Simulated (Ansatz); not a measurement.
**CuSn3 and the effect of the dispersion correction**

The cell as given:

```
Sn Cu
1.0
    -2.23990    2.23990    4.87070
     2.23990   -2.23990    4.87070
     2.23990    2.23990   -4.87070
Sn Cu
3 1
Direct
  0.50000 0.50000 0.00000
  0.25000 0.75000 0.50000
  0.75000 0.25000 0.50000
  0.00000 0.00000 0.00000
```

The cell comes from a database or a generator and needn't be the stable form of this composition.

Kept alike: task relaxation of cell and atoms; functional PBEsol; k mesh 8 × 8 × 8; occupations fermi-dirac, width 0.05 eV; no spin polarisation. Program: Ansatz, Ansatz PAW, cutoff 420 eV. The mesh is that of the run's cell of 4 atoms. No spin-orbit coupling.

```csv
dispersion correction,volume (Å³/atom)
D3(BJ),21.549
D3(BJ)-ATM,21.673
D4,21.981
none,22.616
```

The relaxations keep at least the cell's symmetry (I4/mmm). For a metal such a mesh leaves the last digits unconverged. Relaxations stop with a little pressure left, so the last digits of a volume or edge aren't settled. All rows use potentials made for PBE.

**Question.** What does the dispersion correction change here?

**Answer.** The volume runs from 21.549 (D3(BJ)) to 22.616 Å³/atom (none). Against no correction: D3(BJ) -4.7 %; D3(BJ)-ATM -4.2 %; D4 -2.8 %. Dispersion terms mostly attract and so lower the volume; the schemes' coefficients and damping set how far.
